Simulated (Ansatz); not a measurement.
**Y: how the free axis answers a strain**

Y, P6_3/mmc, a = 3.598 Å, c = 5.586 Å. Ansatz: PBEsol, PAW, 420 eV, Γ-centred 18×18×10 mesh on 2 atoms, Gaussian smearing 0.10 eV; no spin polarisation. Series: uniaxial strain along a, with b, c and atoms relaxed; x is the strain in per cent. y is the change of c in per cent of 5.586 Å.

| x (%) | y (%) |
| --- | --- |
| -3.0 | 0.70 |
| -2.0 | 0.47 |
| -1.0 | ? |
| 0.0 | 0.00 |
| 1.0 | -0.19 |
| 2.0 | -0.37 |
| 3.0 | -0.57 |

Task: Fit y = c1 x + c2 x² to the other rows, say what c1 measures, and predict the missing y.

Result: Least squares on the rows shown. y = −0.2107 x + 0.008157 x². So −c1 = 0.211 is Poisson's ratio for this pair of axes. Along b the same runs (not shown) give -0.06: b grows with the strained axis. At x = -1.0 the fit asked for gives 0.22 %. The run gave 0.24 %, so the fit is 0.02 % too low, within twice the rms miss on the fitted rows (0.01 %).